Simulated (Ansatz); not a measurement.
The relaxed structure here is a generated cell of SiS2: the first start was made by placing the elements on the sites of a structure type, and the end was not matched to a known phase here, so it may be hypothetical.

A relaxed cell of SiS$_{2}$ (Fm-3m (No. 225)), relaxed on a k-mesh at least as fine as the one used below. Calculation: r2SCAN (plane waves to 500 eV, PAW, scalar-relativistic; Ansatz, a quantum-chemistry and plane-wave program). Γ-centred k-mesh 4×7×7 on the run's cell (coarser than for final values), Fermi–Dirac smearing 0.05 eV.

```yaml
crystal:
  lattice:
    - [0.00000, 5.90554, 5.90554]
    - [2.95277, 0.00000, 2.95277]
    - [2.95277, 2.95277, 0.00000]
  atoms:
    - { symbol: Si, position: [0.00000, 0.00000, 0.00000] }
    - { symbol: Si, position: [0.50000, 0.00000, 0.00000] }
    - { symbol: S, position: [0.12500, 0.25000, 0.25000] }
    - { symbol: S, position: [0.62500, 0.25000, 0.25000] }
    - { symbol: S, position: [0.37500, 0.75000, 0.75000] }
    - { symbol: S, position: [0.87500, 0.75000, 0.75000] }
```

The atoms are displaced by (Å):

```json
[
 {"atom": "Si1", "ux": "0.063", "uy": "0.005", "uz": "0.086"},
 {"atom": "Si2", "ux": "0.005", "uy": "-0.034", "uz": "0.024"},
 {"atom": "S3", "ux": "0.026", "uy": "-0.018", "uz": "0.103"},
 {"atom": "S4", "ux": "-0.035", "uy": "-0.020", "uz": "-0.101"},
 {"atom": "S5", "ux": "-0.114", "uy": "-0.069", "uz": "0.174"},
 {"atom": "S6", "ux": "0.132", "uy": "0.155", "uz": "-0.014"}
]
```

Problem. What forces (eV/Å) and pressure result?

Solution. 
| atom | Fx | Fy | Fz |
|---|---|---|---|
| Si1 | -0.03 | -0.09 | 0.06 |
| Si2 | 0.02 | -0.02 | 0.07 |
| S3 | -0.26 | 0.36 | 0.24 |
| S4 | 0.18 | -0.11 | 0.46 |
| S5 | 0.10 | 0.41 | -0.44 |
| S6 | 0.00 | -0.55 | -0.40 |

Pressure +1.2 GPa.

The undisplaced cell is probably no minimum: from this displacement the run went on to C2/m (No. 12), 1.24 eV/atom below it.

No spin polarisation in the result.
